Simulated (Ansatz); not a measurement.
# BiO single point

Input file of Ansatz 0.2.0:

```yaml
crystal:
  lattice:
    - [4.040792, 0.0, 0.0]
    - [-2.020396, 3.499429, 0.0]
    - [0.0, 0.0, 6.474842]
  atoms:
    - { symbol: Bi, position: [0.33333, 0.66667, 0.0] }
    - { symbol: Bi, position: [0.66666, 0.33333, 0.5] }
    - { symbol: O, position: [0.33333, 0.66667, 0.345] }
    - { symbol: O, position: [0.66666, 0.33333, 0.845] }
  symmetry: { tolerance: 0.0003 }
kpoints:
  mp_grid: { grid: [10, 10, 5], shift: [0, 0, 0] }
  band_path:
    path:
      - [0.0, 0.0, 0.0]
      - [0.5, 0.0, 0.0]
      - [0.33333333, 0.33333333, 0.0]
      - [0.0, 0.0, 0.0]
      - [0.0, 0.0, 0.5]
      - [0.5, 0.0, 0.5]
      - [0.33333333, 0.33333333, 0.5]
      - [0.0, 0.0, 0.5]
      - [0.5, 0.0, 0.5]
      - [0.5, 0.0, 0.0]
      - [0.33333333, 0.33333333, 0.5]
    npoints: 6
magnetization:
  spin_polarized: false
scf:
  occupations: { method: gaussian, width: 0.1613 }
  lower_state_search: "off"
  max_iter: 200
hamiltonian:
  pseudopotentials: { kind: paw }
  xc: r2scan
basis:
  ecutwfc: 500
  fft_grid_basis: typed
output:
  forces: true
  stress: true
  eigenvalues: true
  bader: true
  populations: true
  elf: true
  write_potential: true
  volumetric_format: npy
  dos:
    e_range: [-12, 8]
    de: 0.05
    projected: { site_lists: { Bi: [Bi], O: [O] } }
checkpoint:
  read: saved_state
```

The saved state is an earlier solution for the same cell, perhaps on another mesh. 

Parts of the output:

```
Warning: the atoms were moved onto the symmetric positions of the space group found under crystal.symmetry.tolerance 3.0e-4 (fractional; no operation is sought that the atoms, as they stand in a round, miss by more than twice it, and no atom is moved by as much as it), and the run uses the moved positions.
Pseudopotentials: kind: paw
Pseudopotential: Bi, paw, valence charge 15, recommended cutoff 500 eV (meta_gga), Bi.paw.azcp
Pseudopotential: O, paw, valence charge 6, recommended cutoff 500 eV (meta_gga), O.paw.azcp
Functional definition: r2SCAN
  exchange = r2scan_x(k0 = k0, k1 = k1, a1 = a1)
  correlation = r2scan_c
Crystal: 4 atoms, lattice volume = 91.557 Å³
Basis set: ecut = 500 eV, 2333 PW (Γ), exchange–correlation on 120×120×192 points (64 copies of the dense FFT grid, shifted against one another)
Bands: 26, of which v1, the nominal top of the filled ones, is band 21 counted from 1 (20 counted from 0)
Symmetry: 12 space group operations
Space group: P63mc (ITA 186), of the structure as read, at distance tolerance 1.4e-3 Å
k-points: 42 of 500 (time reversal used)
Initial density: read from a saved state, or passed on in memory by an earlier SCF of this step, an earlier step, the calling program or the single point that the run made first
Functional: x = r2scan, c = r2scan; τ floored in thin density (d = 2e-4 eV/Å³)
Free energy (F): -25955.4042 eV
Harris-Foulkes:  -25955.4042 eV  (|F-HF|=4.75e-8)
Internal energy: -25955.3436 eV  (E = F + TS)
E sigma→0 (E₀):  -25955.3739 eV
Entropy (-TS):   -0.0605 eV (-15.135 meV/atom)
Fermi energy:    8.9413 eV
--- Per-component energies (eV) ---
  E_band       = -295.3883
  E_kinetic    = 945.6607
  E_local      = -3917.1004  (includes V_loc(G=0)·N_el)
  E_nonlocal   = 1222.1065
  E_hartree    = 1301.5215
  E_xc         = -426.6275
  E_vxc        = -521.8121  (∫ρ·V_xc dr)
  E_paw        = -21694.7088  (= ΣΔE_a)
  E_vpaw       = -662.6519  (= ΣTr[D̂ρ^β])
  E_aug_tail   = 0.0015  (compensation charges beyond the density's cutoff)
  E_vtau       = 35.3632  (kinetic-family band-sum trace: ∫τ·v_τ [+ j·A + Jᵃ·Aᵃ] dr)
  E_ewald      = -3387.8843
  E_core_change = 1.6872  (= ΣΔE_core)
  E_smearing   = -0.0605  (= −TS)
--- Forces (eV/Å), atoms counted from 1 ---
  atom   1  Bi     0.0000     0.0000     0.0377
  atom   2  Bi     0.0000     0.0000     0.0377
  atom   3  O      0.0000     0.0000    -0.0377
  atom   4  O      0.0000     0.0000    -0.0377
--- Stress (GPa, compression-positive) ---
       -4.8168       0.0000       0.0000
        0.0000      -4.8168       0.0000
        0.0000       0.0000      -1.6661
  P = ⅓ Tr σ = -3.7666 GPa (-37.666 kbar)
```

Origin: a known structure type with other elements, at an estimated volume, so it need not be a known compound. Caveats: many states at the Fermi level without spin polarisation, so a magnetic state may lie lower; wide smearing.
